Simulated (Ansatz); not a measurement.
# Structure optimisation: chlorine, solid Cl2 (Cmce)

The calculation used DFT, BLYP, plane waves (420 eV) with PAW, scalar-relativistic (Ansatz). (PAW data from PBE, frozen cores regenerated.)

k-point mesh 5×5×2, Fermi-Dirac smearing 0.05 eV, no spin polarisation. Cell and atoms relax.

Starting structure:

```
CELL_PARAMETERS angstrom
3.07265 -2.19770 0.00000
3.07265 2.19770 0.00000
0.00000 0.00000 8.15370
ATOMIC_POSITIONS crystal
Cl 0.87630 0.12370 0.10250
Cl 0.62370 0.37630 0.60250
Cl 0.12370 0.87630 0.89750
Cl 0.37630 0.62370 0.39750
```

Task: The pressure at the start is 3.8 GPa. By how much does the volume change?

Result: From 27.53 to 56.00 Å³ per atom, 103.4 %. The final cell has a = 11.287 Å, b = 4.615 Å, c = 8.600 Å.

Task: How much energy does the relaxation gain?

Result: 89.4 meV per atom.

Path of the relaxation (the plane waves are chosen anew near the end, which can shift the energy a little):

| step | E − E(final) (meV/atom) | V (Å³/atom) | P (GPa) | max force (eV/Å) |
| --- | --- | --- | --- | --- |
| 0 | 89.41 | 27.530 | 3.82 | 0.839 |
| 1 | 47.30 | 30.552 | 1.23 | 0.164 |
| 2 | 32.72 | 33.067 | 0.42 | 0.027 |
| 3 | 25.64 | 35.684 | 0.28 | 0.061 |
| 4 | 22.22 | 37.240 | 0.09 | 0.020 |
| 5 | 21.82 | 37.861 | -0.02 | 0.002 |
| 6 | 21.81 | 37.767 | -0.01 | 0.001 |
| 7 | 17.19 | 37.767 | 0.16 | 0.004 |
| 8 | 14.12 | 39.083 | 0.12 | 0.005 |
| 9 | 11.79 | 40.470 | 0.09 | 0.003 |
| 10 | 10.05 | 41.953 | 0.06 | 0.002 |
| 11 | 9.00 | 43.471 | 0.03 | 0.001 |
| 12 | 8.81 | 44.788 | -0.01 | 0.001 |
| 13 | 8.78 | 44.466 | 0.00 | 0.000 |
| 14 | 6.72 | 44.466 | 0.06 | 0.001 |
| 15 | 5.37 | 45.991 | 0.05 | 0.002 |
| 16 | 4.24 | 47.535 | 0.04 | 0.002 |
| 17 | 3.37 | 49.066 | 0.02 | 0.001 |
| 18 | 2.84 | 50.554 | 0.01 | 0.001 |
| 19 | 2.74 | 51.804 | -0.01 | 0.002 |
| 20 | 1.64 | 51.804 | 0.02 | 0.002 |
| 21 | 1.01 | 53.193 | 0.02 | 0.001 |
| 22 | 0.51 | 54.591 | 0.02 | 0.001 |
| 23 | 0.45 | 54.591 | 0.02 | 0.001 |
| 24 | 0.01 | 55.998 | 0.02 | 0.001 |

This functional, with no dispersion term, lets the cell expand far past the measured one.
